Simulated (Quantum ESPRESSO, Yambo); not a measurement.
## Quasiparticle gap of WS$_{2}$

```xyz
6
Lattice="3.1842 0.0000 0.0000 -1.5921 2.7576 0.0000 0.0000 0.0000 12.9783" Properties=species:S:1:pos:R:3 pbc="T T T"
S      0.0000     1.8384     8.1737
S      1.5921     0.9192     4.8046
S      1.5921     0.9192     1.6846
S      0.0000     1.8384    11.2937
W      0.0000     1.8384     3.2446
W      1.5921     0.9192     9.7337
```

The geometry is that of Materials Project entry mp-224, symmetrised and not relaxed again.

Starting point: PBEsol (pw.x of Quantum ESPRESSO, ONCV potentials, with spin-orbit coupling). G0W0 in Yambo: 6×6×1 Γ-centred k mesh, bands 9 to 258 and a 6 Ry block in the screening, 258 bands in G with the Bruneval-Gonze terminator, plasmon pole fitted at 27.2 eV.

```
Quantity                                                            Result
-----------------------------------------------------------------  -------
PBEsol gap along the band path                                     1.16 eV
PBEsol gap between the mesh's edge points (Γ → (0.167, 0.167, 0))  1.13 eV
G0W0 gap between the same points                                   1.49 eV
PBEsol smallest direct gap on the mesh (at K)                      1.52 eV
G0W0 direct gap at that point                                      2.11 eV
```

| k point | band | E PBEsol (eV) | E QP (eV) | shift (eV) | Z |
|---|---|---|---|---|---|
| Γ | VB | 0.00 | 0.14 | 0.14 | 0.79 |
| Γ | CB | 2.25 | 2.82 | 0.57 | 0.80 |
| M | VB | -1.40 | -1.48 | -0.09 | 0.79 |
| M | CB | 2.18 | 3.05 | 0.87 | 0.79 |
| (0.167, 0.167, 0) | VB | -1.30 | -1.19 | 0.10 | 0.79 |
| (0.167, 0.167, 0) | CB | 1.13 | 1.63 | 0.50 | 0.80 |
| K | VB−2 | -0.78 | -0.61 | 0.17 | 0.79 |
| K | VB−1 | -0.34 | -0.18 | 0.16 | 0.80 |
| K | VB | -0.34 | -0.18 | 0.16 | 0.80 |
| K | CB | 1.19 | 1.93 | 0.75 | 0.80 |
| K | CB+1 | 1.19 | 1.93 | 0.75 | 0.80 |

Energies count from the PBEsol valence-band maximum.

Nearest settings tried, and what they do to the gap: 3 Ry block (79 vectors against 205): -61 meV. Not varied: bands in G, bands in W, mesh. So the settings aren't converged at that level.

The distance between layers or molecules is the database entry's, not relaxed here. Functionals without dispersion can leave it too large, which widens gaps and weakens the response across layers: the numbers belong to this cell.
